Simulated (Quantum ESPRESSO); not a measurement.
Si5Ge2C, input and log of a self-consistent run

A calculation, not a measurement. The program is pw.x of Quantum ESPRESSO 7.5 (plane-wave density functional theory). The cell is made up: 8 atoms on a zincblende/diamond lattice, with randomly drawn elements, strain and displacements, not relaxed. PseudoDojo standard norm-conserving files (v0.5 for PBE, v0.4.1 for LDA and PBEsol) set the functional; there is no spin polarisation, spin-orbit coupling or dispersion term, and the masses in the input are unused placeholders.

Input:

```
&control calculation='scf', pseudo_dir='./dojo.nc.sr.pbe.v0_5.standard.upf', outdir='./o', disk_io='medium', tprnfor=.true., tstress=.true. /
&system ibrav=0, nat=8, ntyp=3, nbnd=36, ecutwfc=82.02448710, nosym=.true., tot_charge=0,
 occupations='smearing', smearing='fd', degauss=0.0073498644
/
&electrons conv_thr=7.350e-09, electron_maxstep=60, /
ATOMIC_SPECIES
C 1.0 C.upf
Ge 1.0 Ge.upf
Si 1.0 Si.upf
CELL_PARAMETERS angstrom
5.6346 -0.0737 0.008
-0.0737 5.6075 -0.0705
0.008 -0.0705 5.5856
ATOMIC_POSITIONS angstrom
Si 0.1153 -0.0083 -0.044
Ge -0.1561 2.6317 2.789
Si 2.9566 -0.1343 2.7414
Ge 2.7877 2.7805 0.1412
C 1.2714 1.3251 1.4833
Si 1.4011 4.0642 4.2837
Si 4.2418 1.2272 4.1893
Si 4.1055 4.0866 1.383
K_POINTS automatic
6 6 6 1 1 1
```

The log is shortened where brackets say so; the opening notice, blank lines, dates and the lines on written files are dropped, and the path of the files is cut. It prints rydbergs, bohrs and kilobars, and counts compression as positive stress.

```
     Program PWSCF v.7.5
     Parallel version (MPI & OpenMP), running on       1 processor cores
     Number of MPI processes:                 1
     Threads/MPI process:                     1
     [start-up lines left out]
     bravais-lattice index     =            0
     lattice parameter (alat)  =      10.6488  a.u.
     unit-cell volume          =    1190.5689 (a.u.)^3
     number of atoms/cell      =            8
     number of atomic types    =            3
     number of electrons       =        52.00
     number of Kohn-Sham states=           36
     kinetic-energy cutoff     =      82.0245  Ry
     charge density cutoff     =     328.0979  Ry
     scf convergence threshold =      7.3E-09
     mixing beta               =       0.7000
     number of iterations used =            8  plain     mixing
     Exchange-correlation= PBE
                           (   1   4   3   4   0   0   0)
     [axes and pseudopotential details left out]
   Cartesian axes
     site n.     atom                  positions (alat units)
         1        Si     tau(   1) = (   0.0204611  -0.0014729  -0.0078082  )
         2        Ge     tau(   2) = (  -0.0277014   0.4670202   0.4949346  )
         3        Si     tau(   3) = (   0.5246768  -0.0238328   0.4864876  )
         4        Ge     tau(   4) = (   0.4947039   0.4934262   0.0250573  )
         5        C      tau(   5) = (   0.2256220   0.2351516   0.2632257  )
         6        Si     tau(   6) = (   0.2486385   0.7212310   0.7601834  )
         7        Si     tau(   7) = (   0.7527478   0.2177783   0.7434312  )
         8        Si     tau(   8) = (   0.7285601   0.7252061   0.2454265  )
     number of k points=   108  Fermi-Dirac smearing, width (Ry)=  0.0073
     Number of k-points >= 100: set verbosity='high' to print them.
     Dense  grid:   119525 G-vectors     FFT dimensions: (  64,  64,  64)
     Estimated max dynamical RAM per process >     151.22 MB
     Initial potential from superposition of free atoms
     starting charge      51.9952, renormalised to      52.0000
     Starting wfcs are   42 randomized atomic wfcs
     total cpu time spent up to now is       41.0 secs
     per-process dynamical memory:   121.3 Mb
     Self-consistent Calculation
     iteration #  1     ecut=    82.02 Ry     beta= 0.70
     Davidson diagonalization with overlap
     ethr =  1.00E-02,  avg # of iterations =  3.1
     Threshold (ethr) on eigenvalues was too large:
     Diagonalizing with lowered threshold
     Davidson diagonalization with overlap
     ethr =  6.76E-04,  avg # of iterations =  2.5
     total cpu time spent up to now is      254.9 secs
     total energy              =    -411.15125537 Ry
     estimated scf accuracy    <       0.35980308 Ry
     iteration #  2     ecut=    82.02 Ry     beta= 0.70
     Davidson diagonalization with overlap
     ethr =  6.92E-04,  avg # of iterations =  5.9
     total cpu time spent up to now is      385.7 secs
     total energy              =    -411.08196260 Ry
     estimated scf accuracy    <       1.15517720 Ry
     iteration #  3     ecut=    82.02 Ry     beta= 0.70
     Davidson diagonalization with overlap
     ethr =  6.92E-04,  avg # of iterations =  3.0
     total cpu time spent up to now is      496.4 secs
     total energy              =    -411.27657751 Ry
     estimated scf accuracy    <       0.03183075 Ry
     iteration #  4     ecut=    82.02 Ry     beta= 0.70
     Davidson diagonalization with overlap
     ethr =  6.12E-05,  avg # of iterations =  5.3
     total cpu time spent up to now is      598.7 secs
     total energy              =    -411.28260741 Ry
     estimated scf accuracy    <       0.00458969 Ry
     iteration #  5     ecut=    82.02 Ry     beta= 0.70
     Davidson diagonalization with overlap
     ethr =  8.83E-06,  avg # of iterations =  6.0
     total cpu time spent up to now is      706.6 secs
     total energy              =    -411.28338948 Ry
     estimated scf accuracy    <       0.00065412 Ry
     iteration #  6     ecut=    82.02 Ry     beta= 0.70
     Davidson diagonalization with overlap
     ethr =  1.26E-06,  avg # of iterations =  3.5
     total cpu time spent up to now is      823.9 secs
     total energy              =    -411.28351385 Ry
     estimated scf accuracy    <       0.00007794 Ry
     iteration #  7     ecut=    82.02 Ry     beta= 0.70
     Davidson diagonalization with overlap
     ethr =  1.50E-07,  avg # of iterations =  2.0
     total cpu time spent up to now is      928.6 secs
     total energy              =    -411.28352984 Ry
     estimated scf accuracy    <       0.00000207 Ry
     iteration #  8     ecut=    82.02 Ry     beta= 0.70
     Davidson diagonalization with overlap
     ethr =  3.98E-09,  avg # of iterations =  4.1
     total cpu time spent up to now is     1049.0 secs
     total energy              =    -411.28353062 Ry
     estimated scf accuracy    <       0.00000132 Ry
     iteration #  9     ecut=    82.02 Ry     beta= 0.70
     Davidson diagonalization with overlap
     ethr =  2.54E-09,  avg # of iterations =  2.0
     total cpu time spent up to now is     1155.9 secs
     total energy              =    -411.28353081 Ry
     estimated scf accuracy    <       0.00000015 Ry
     iteration # 10     ecut=    82.02 Ry     beta= 0.70
     Davidson diagonalization with overlap
     ethr =  2.88E-10,  avg # of iterations =  2.1
     total cpu time spent up to now is     1269.9 secs
     End of self-consistent calculation
     Number of k-points >= 100: set verbosity='high' to print the bands.
     the Fermi energy is     5.6963 ev
!    total energy              =    -411.28353084 Ry
     estimated scf accuracy    <          5.7E-09 Ry
     smearing contrib. (-TS)   =      -0.00169963 Ry
     internal energy E=F+TS    =    -411.28183120 Ry
     The total energy is F=E-TS. E is the sum of the following terms:
     one-electron contribution =    -242.22633552 Ry
     hartree contribution      =     147.20280783 Ry
     xc contribution           =    -106.20104308 Ry
     ewald contribution        =    -210.05726043 Ry
     convergence has been achieved in  10 iterations
     Forces acting on atoms (cartesian axes, Ry/au):
     atom    1 type  3   force =    -0.00384748    0.04252852    0.08156470
     atom    2 type  2   force =     0.09095692    0.02156333   -0.04367320
     atom    3 type  3   force =    -0.10607943    0.03983915    0.03361507
     atom    4 type  2   force =    -0.07599397   -0.09951865   -0.02954626
     atom    5 type  1   force =     0.01335087   -0.01543091   -0.02815577
     atom    6 type  3   force =     0.01146834    0.00334151   -0.06245949
     atom    7 type  3   force =    -0.02872309   -0.02710690    0.04856185
     atom    8 type  3   force =     0.09886784    0.03478395    0.00009309
     Total force =     0.264196     Total SCF correction =     0.000337
     Computing stress (Cartesian axis) and pressure
          total   stress  (Ry/bohr**3)                   (kbar)     P=      -73.92
  -0.00055417   0.00010495   0.00001326          -81.52       15.44        1.95
   0.00010495  -0.00046721   0.00011881           15.44      -68.73       17.48
   0.00001326   0.00011881  -0.00048608            1.95       17.48      -71.50
     init_run     :     39.94s CPU     40.90s WALL (       1 calls)
     electrons    :   1181.49s CPU   1228.94s WALL (       1 calls)
     forces       :     13.07s CPU     13.27s WALL (       1 calls)
     stress       :     73.61s CPU     74.39s WALL (       1 calls)
     [timing details left out]
     PWSCF        :  21m50.01s CPU  22m41.45s WALL
     JOB DONE.
```

In other units: free energy -5595.798 eV for the cell, pressure -7.39 GPa, largest force component 2.727 eV/Å. A rerun of this cell at 1347 eV and a 8 x 8 x 8 mesh moved values by no more than 0.004 eV in energy, 0.03 GPa in stress and 0.009 eV/Å in force.